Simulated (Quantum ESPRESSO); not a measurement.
# Planted mistakes on one cell of MgGa3SP3

These are calculations, not measurements. They come from pw.x of Quantum ESPRESSO 7.5, a plane-wave density functional program, with PseudoDojo standard norm-conserving files (v0.5 for PBE, v0.4.1 for LDA and PBEsol). The cells are made up: elements, strain and atom displacements were drawn at random, and nothing was relaxed. There is no spin polarisation, spin-orbit coupling or dispersion term.

The cell has 8 sites of a zincblende or diamond lattice. Sites 1 to 4 hold Mg Ga Ga Ga; sites 5 to 8 hold S P P P. Cell vectors in Å: (5.612, -0.060, 0.036); (-0.060, 5.543, -0.035); (0.036, -0.035, 5.540). Settings: PBE, cutoff 1143 eV, 4 x 4 x 4 k mesh shifted by half a step, Fermi-Dirac smearing of 0.025 eV.

The intended run has a self-consistency threshold of 1e-07 eV, a smearing term of 0.000 eV, a pressure of 0.85 GPa and 10 iterations. Each further run changes one thing: all lengths scaled by 1.0077; atoms of sites 1 and 8 exchanged; cutoff 799 eV; files of PBEsol; k mesh 1 x 1 x 1; one electron removed; smearing 0.32 eV; threshold 0.3 eV. A coarse mesh keeps the shift, and a charged cell sits in a uniform background.

```
run  change of free energy (eV)  smearing term -TS (eV)  change of P (GPa)  largest change of a force component (eV/Å)  iterations
  A                       4.815                  -0.005               3.88                                       1.581          11
  B                      -0.050                  -0.217               0.17                                       0.042          10
  C                      -5.912                  -0.008             -10.42                                       0.375          11
  D                       3.274                   0.000             -29.01                                       0.008          10
  E                       7.031                   0.000               5.62                                       0.177          11
  F                      -0.002                   0.000              -1.53                                       0.044          10
  G                      12.580                   0.000              -2.50                                       0.064          10
  H                       0.059                   0.000               0.39                                       1.509           3
```

A rerun of the intended cell at 1437 eV and k mesh 6 x 6 x 6 moved values by no more than 0.007 eV in the cell's energy, 0.02 GPa in stress and 0.003 eV/Å in force.

Question: which change belongs to which run?

## Worked reading

Run H has the fewest iterations, as a run stopped early does. Run B has the largest smearing term, as wide smearing gives. Run D has a higher energy and the largest fall in pressure, as too small a basis gives. Run F changes the volume by a factor of 1.0233; minus its pressure change over the logarithm of that factor, 66 GPa, is a rough bulk modulus with clamped atoms. Energies from files of another functional, or of a charged cell, have another zero and say nothing on stability; the pressure of a charged cell rests on the program's zero of potential too.

## Key

```
run,change
A,atoms of sites 1 and 8 exchanged
B,smearing 0.32 eV
C,one electron removed
D,cutoff 799 eV
E,k mesh 1 x 1 x 1
F,all lengths scaled by 1.0077
G,files of PBEsol
H,threshold 0.3 eV
```